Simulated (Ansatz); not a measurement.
Relaxed-ion elastic tensor of B in space group Cmce (No. 64; B on 8f) in GPa (Voigt order), plane-wave PAW PBEsol (Ansatz code); density 2.85 g/cm³, 6.30 Å³ per atom.

```
 618  86.5   113   0.0   0.0   0.0
86.5   748  -4.4   0.0   0.0   0.0
 113  -4.4   674   0.0   0.0   0.0
 0.0   0.0   0.0   259   0.0   0.0
 0.0   0.0   0.0   0.0   367   0.0
 0.0   0.0   0.0   0.0   0.0   255
```

Is the crystal mechanically stable?

Yes: the smallest eigenvalue of C is 255 GPa.

Work out the Voigt, Reuss and Hill averages.

K_V = 270, K_R = 270, K_H = 270; G_V = 299, G_R = 290, G_H = 295 GPa.

Give Young's modulus, Poisson's ratio, Pugh's ratio and the universal anisotropy index.

E = 9KG/(3K + G) = 648 GPa; ν = 0.10; K/G = 0.92 (brittle by the Pugh limit of 1.75); A_U = 5G_V/G_R + K_V/K_R − 6 = 0.15.

Estimate the sound speeds and the Debye temperature.

v_l = √((K + 4G/3)/ρ) = 15300 m/s, v_t = √(G/ρ) = 10200 m/s, mean 11100 m/s; Θ = (h/k)(3n/4πV)^(1/3) v_m = 1790 K.

How much does each axis shrink under pressure?

Linear compressibilities β_i = Σ_j S_ij (j = 1 to 3): x 1.2, y 1.2, z 1.3 per TPa.

The start of the workflow was typed in or built on a structure type; neither database checked (COD, Materials Project) lists it. It is not the phase usual at ambient conditions (space group No. 166). The cell was relaxed with PBEsol under the symmetry of its start; of distortions, only those at the zone centre were tested. As this level gives no gap, shear constants depend on the k-mesh and smearing (Fermi–Dirac, 0.1 eV here).

Potentials: the later of the program's two PAW sets.
